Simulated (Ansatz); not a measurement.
Input, command and steps of an Ansatz relaxation.

```yaml
crystal:
  lattice:
    - [3.7248133868, 0.0, 0.0]
    - [0.0, 3.7248133868, 0.0]
    - [0.0, 0.0, 8.3419208209]
  atoms:
    - { symbol: Zr, position: [0.0, 0.5, 0.2613632766] }
    - { symbol: Zr, position: [0.5, 0.0, 0.7386367234] }
    - { symbol: Ge, position: [0.0, 0.0, 0.0] }
    - { symbol: Ge, position: [0.5, 0.5, 0.0] }
    - { symbol: Se, position: [0.0, 0.5, 0.6230579295] }
    - { symbol: Se, position: [0.5, 0.0, 0.3769420705] }
basis:
  ecutwfc: 500
kpoints:
  mp_grid: { grid: [10, 10, 4] }
hamiltonian:
  xc: r2scan
scf:
  occupations: { method: gaussian, width: 0.1 }
output:
  forces: true
  stress: true
  eigenvalues: true
  write_density: true
  write_potential: true
  elf: true
  volumetric_format: npy
relax:
  adjacent_minimum: "off"
  f_tol: 0.005
  max_steps: 80
  cell: { stress_tol: 0.05 }
```

```bash
ansatz run input.yaml --threads 2 --pin off --max-ram 5120MiB --backend cpu --events-out ev --progress --plain --runs-dir out
```

Theory: DFT r2SCAN, scalar-relativistic, plane waves, PAW (Ansatz 0.2.0).

Of 7 frames 6 are shown, positions in Å and forces in eV/Å; the SCF threshold varies from step to step. Steps run on the plane waves of an earlier cell, with a Pulay correction in the pressure. The basis is chosen afresh for the last frame, the zero of the energies, and at times for earlier ones too; energy and pressure step there, also at an unchanged geometry. The mark taken_back stands on steps that the optimiser undid.

```xyz
6
Lattice="3.7248 0.0000 0.0000 0.0000 3.7248 0.0000 0.0000 0.0000 8.3419" Properties=species:S:1:pos:R:3:forces:R:3 pbc="T T T" step=1 free_energy_over_end_meV_per_atom=0.18 pressure_GPa=0.02
Zr    0.0000    1.8624    2.1803    0.0000    0.0000   -0.0137
Zr    1.8624    0.0000    6.1616    0.0000    0.0000    0.0137
Ge    0.0000    0.0000    0.0000    0.0000    0.0000    0.0000
Ge    1.8624    1.8624    0.0000    0.0000    0.0000    0.0000
Se    0.0000    1.8624    5.1975    0.0000    0.0000   -0.0369
Se    1.8624    0.0000    3.1444    0.0000    0.0000    0.0369
6
Lattice="3.7141 0.0000 0.0000 0.0000 3.7141 0.0000 0.0000 0.0000 8.4044" Properties=species:S:1:pos:R:3:forces:R:3 pbc="T T T" step=2 free_energy_over_end_meV_per_atom=0.78 pressure_GPa=-0.26 taken_back
Zr    0.0000    1.8571    2.1925    0.0000    0.0000    0.0043
Zr    1.8571    0.0000    6.2118    0.0000    0.0000   -0.0043
Ge    0.0000    0.0000    0.0000    0.0000    0.0000    0.0000
Ge    1.8571    1.8571    0.0000    0.0000    0.0000    0.0000
Se    0.0000    1.8571    5.2144    0.0000    0.0000    0.1829
Se    1.8571    0.0000    3.1900    0.0000    0.0000   -0.1829
6
Lattice="3.7198 0.0000 0.0000 0.0000 3.7198 0.0000 0.0000 0.0000 8.3692" Properties=species:S:1:pos:R:3:forces:R:3 pbc="T T T" step=3 free_energy_over_end_meV_per_atom=0.02 pressure_GPa=-0.04
Zr    0.0000    1.8599    2.1843    0.0000    0.0000   -0.0098
Zr    1.8599    0.0000    6.1848    0.0000    0.0000    0.0098
Ge    0.0000    0.0000    0.0000    0.0000    0.0000    0.0000
Ge    1.8599    1.8599    0.0000    0.0000    0.0000    0.0000
Se    0.0000    1.8599    5.2107    0.0000    0.0000    0.0112
Se    1.8599    0.0000    3.1584    0.0000    0.0000   -0.0112
6
Lattice="3.7178 0.0000 0.0000 0.0000 3.7178 0.0000 0.0000 0.0000 8.3788" Properties=species:S:1:pos:R:3:forces:R:3 pbc="T T T" step=4 free_energy_over_end_meV_per_atom=0.00 pressure_GPa=-0.02
Zr    0.0000    1.8589    2.1846    0.0000    0.0000   -0.0065
Zr    1.8589    0.0000    6.1942    0.0000    0.0000    0.0065
Ge    0.0000    0.0000    0.0000    0.0000    0.0000    0.0000
Ge    1.8589    1.8589    0.0000    0.0000    0.0000    0.0000
Se    0.0000    1.8589    5.2195    0.0000    0.0000   -0.0029
Se    1.8589    0.0000    3.1593    0.0000    0.0000    0.0029
6
Lattice="3.7177 0.0000 0.0000 0.0000 3.7177 0.0000 0.0000 0.0000 8.3779" Properties=species:S:1:pos:R:3:forces:R:3 pbc="T T T" step=5 free_energy_over_end_meV_per_atom=0.00 pressure_GPa=0.01 taken_back
Zr    0.0000    1.8589    2.1834    0.0000    0.0000    0.0089
Zr    1.8589    0.0000    6.1945    0.0000    0.0000   -0.0089
Ge    0.0000    0.0000    0.0000    0.0000    0.0000    0.0000
Ge    1.8589    1.8589    0.0000    0.0000    0.0000    0.0000
Se    0.0000    1.8589    5.2188    0.0000    0.0000    0.0020
Se    1.8589    0.0000    3.1592    0.0000    0.0000   -0.0020
6
Lattice="3.7177 0.0000 0.0000 0.0000 3.7177 0.0000 0.0000 0.0000 8.3784" Properties=species:S:1:pos:R:3:forces:R:3 pbc="T T T" step=7 free_energy_over_end_meV_per_atom=0.00 pressure_GPa=0.00
Zr    0.0000    1.8588    2.1841    0.0000    0.0000    0.0000
Zr    1.8588    0.0000    6.1943    0.0000    0.0000    0.0000
Ge    0.0000    0.0000    0.0000    0.0000    0.0000    0.0000
Ge    1.8588    1.8588    0.0000    0.0000    0.0000    0.0000
Se    0.0000    1.8588    5.2191    0.0000    0.0000    0.0000
Se    1.8588    0.0000    3.1593    0.0000    0.0000    0.0000
```

It took 2.8 min on 2 threads of Arm Neoverse V2, on a shared host, peak memory 0.89 GiB.